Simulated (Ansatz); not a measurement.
**Question.** Name crystals whose computed values (plane-wave PAW PBE+D3(BJ) (Ansatz code)) fall in these windows: ε∞ 12 to 17; Θ_D (K) 270 to 350.

**Answer.** 

```json
[
 {"crystal": "MoSe2, P6_3/mmc (Mo on 2c, Se on 4f)", "ε∞": "14.3", "Θ_D (K)": "293"}
]
```
Others may fit too.

The cell was relaxed under the symmetry of its start. Rows with no word on spin ran without spin polarisation. Spin–orbit coupling is left out wherever it is not named.

Potentials: the later of the program's two PAW sets.
